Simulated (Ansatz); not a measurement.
AlBRu in space group Cmcm (No. 63; Al on 4c, B on 4c, Ru on 4c), plane-wave PAW PBEsol (Ansatz code), all energies at zero smearing, with the estimated change up to a 700 eV cutoff added, with one set of potentials and settings (totals compare only within such a set). Cell of 6 atoms (2 Al, 2 B, 2 Ru): -12989.084 eV.

| element | reference phase | E (eV/atom) |
|---|---|---|
| Al | Fm-3m, 1 atoms in the cell | -524.5512 |
| B | R-3m, 12 atoms in the cell | -152.6704 |
| Ru | P6_3/mmc, 2 atoms in the cell | -5816.5470 |

Formation energy per atom, worked out: (-12989.084 − 2×(-524.5512) − 2×(-152.6704) − 2×(-5816.5470))/6 = -0.258 eV/atom (-25 kJ per mol of atoms), at 0 K, without zero-point energy or fitted corrections.

The start of the workflow was typed in or built on a structure type; neither database checked (COD, Materials Project) lists it. Its standing as an ambient phase is unchecked. The PBEsol relaxation kept the symmetry of its start; its stability against distortions is not shown here. The run is not spin-polarised. The references are the lowest solids computed at this level, not always the standard phases.

Potentials: the earlier of the program's two PAW sets. The files were generated under PBE; for other functionals the program regenerates the frozen cores, and for LDA and PBEsol the local potential too.
